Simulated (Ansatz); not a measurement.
## Relaxation of TaRh3

Method: Ansatz 0.2.0, DFT r2SCAN, scalar-relativistic, plane waves, PAW. (500 eV cutoff, 12×12×12 k-mesh, Gaussian smearing of 0.10 eV, no spin polarisation)

What was changed: relaxed at 1 GPa.

Spin–orbit coupling is left out, which can shift energies with elements as heavy as these.

Command:

```bash
ansatz run input.yaml --threads 1 --pin off --max-ram 2560MiB --backend cpu --events-out ev --progress --plain --runs-dir out
```

Input:

```yaml
crystal:
  lattice:
    - [3.8511458436, 0.0, 0.0]
    - [0.0, 3.8511458436, 0.0]
    - [0.0, 0.0, 3.8511458436]
  atoms:
    - { symbol: Ta, position: [0.0, 0.0, 0.0] }
    - { symbol: Rh, position: [0.0, 0.5, 0.5] }
    - { symbol: Rh, position: [0.5, 0.0, 0.5] }
    - { symbol: Rh, position: [0.5, 0.5, 0.0] }
basis:
  ecutwfc: 500
kpoints:
  mp_grid: { grid: [12, 12, 12] }
hamiltonian:
  xc: r2scan
scf:
  occupations: { method: gaussian, width: 0.1 }
output:
  forces: true
  stress: true
  eigenvalues: true
relax:
  adjacent_minimum: "off"
  f_tol: 0.008
  max_steps: 50
  cell: { stress_tol: 0.08, p_target: 1.0 }
```

F is the free energy. Steps run on the plane waves of an earlier cell, but the last one, and at times one on the way, on a freshly chosen basis, so a repeated geometry can differ a little in energy. The relaxation lowers the enthalpy F + PV at the target pressure, so F itself can rise.

Steps:

| step | F − F(1) (eV) | largest force component (eV/Å) | V (Å³/atom) | P (GPa) |
| --- | --- | --- | --- | --- |
| 1 | 0.0000 | 0.000 | 14.279 | 2.88 |
| 2 | -0.0031 | 0.000 | 14.502 | -1.59 |
| 3 | -0.0043 | 0.000 | 14.372 | 0.97 |
| 4 | -0.0044 | 0.000 | 14.372 | 0.97 |

Relaxed structure:

```cif
data_structure
_symmetry_space_group_name_H-M 'P 1'
_symmetry_Int_Tables_number 1
_cell_length_a 3.8595
_cell_length_b 3.8595
_cell_length_c 3.8595
_cell_angle_alpha 90.000
_cell_angle_beta 90.000
_cell_angle_gamma 90.000
_cell_volume 57.49
loop_
_atom_site_label
_atom_site_type_symbol
_atom_site_fract_x
_atom_site_fract_y
_atom_site_fract_z
_atom_site_occupancy
Ta1 Ta 0.00000 0.00000 0.00000 1
Rh1 Rh 0.00000 0.50000 0.50000 1
Rh2 Rh 0.50000 0.00000 0.50000 1
Rh3 Rh 0.50000 0.50000 0.00000 1
```

It takes space group Pm-3m (No. 221, cubic). The conventional cell has a = 3.859 Å, b = 3.859 Å, c = 3.859 Å, α = 90.00°, β = 90.00°, γ = 90.00°. Around Ta (site symmetry m-3m) lie 12 Rh at 2.73 Å. Around Rh (site symmetry 4/mmm) lie 8 Rh at 2.73 Å and 4 Ta at 2.73 Å.

The run converged. Time: 86 s on 1 thread of Arm Neoverse V2, with other jobs on the host, peak memory 0.58 GiB.